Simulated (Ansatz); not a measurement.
# Scan of one atom of the cell for TiAl3 (D022 type, space group I4/mmm)

Relaxed TiAl$_{3}$ (D022 type, space group I4/mmm):

```
CELL_PARAMETERS angstrom
     -1.92294     1.92294     4.30997
      1.92294    -1.92294     4.30997
      1.92294     1.92294    -4.30997
ATOMIC_POSITIONS crystal
  Al 0.50000 0.50000 0.00000
  Al 0.75000 0.25000 0.50000
  Al 0.25000 0.75000 0.50000
  Ti 0.00000 0.00000 0.00000
```

Scan: atom 2 (Al, nearest neighbour Al at 2.719 Å; its periodic images, 3.8 Å or more away, move with it) is displaced along Cartesian [111], direction (0.577, 0.577, 0.577) in Cartesian axes, by s. The other atoms stay.

Method: PBE (plane waves to 420 eV, PAW, scalar-relativistic; Ansatz, a quantum-chemistry and plane-wave program). k mesh 14×14×14 (Γ-centred), Fermi-Dirac smearing 0.05 eV. The energy includes the smearing's −TS. Stress and pressure are positive under compression. With partly filled bands, energies and forces of such displacements shift with the k mesh and the smearing. F∥ is the force on the atom along that direction. F⊥ is the part of the force across the line. TiAl3 is run without spin polarisation. TiAl3 was relaxed with its symmetry unable to fall. The zero of ΔE is the undisplaced structure.

```tsv
s (Å)	ΔE (eV/cell)	F∥ (eV/Å)	|F⊥| (eV/Å)	P (GPa)
-0.270	0.251	1.936	0.126	1.7
-0.216	0.158	1.504	0.090	1.1
-0.162	0.088	1.102	0.062	0.6
-0.108	0.039	0.722	0.038	0.3
-0.054	0.010	0.357	0.018	0.1
0.000	0.000	0.000	0.000	0.0
0.054	0.010	-0.357	0.018	0.1
0.108	0.039	-0.722	0.038	0.3
0.162	0.088	-1.102	0.062	0.6
0.216	0.158	-1.504	0.090	1.1
0.270	0.251	-1.936	0.126	1.7
```

Summary:

Energy at s = 0.270 Å: 251 meV/cell
Force along the line at s = -0.270 Å: 1.94 eV/Å
Symmetry of the curve: even: the same for both signs
Shape of the curve: a single well with its minimum at or next to zero displacement
Force constant k = d²E/ds² at s = 0 (finite differences): 6.59 eV/Å²
Harmonic estimate at the end of the scan: ½ks² = 240 meV/cell against the computed 251 meV/cell, so the well is close to harmonic there

(A displaced cell: forces are minus the slopes of the energy, force constants its curvatures, and phonons follow from these.)
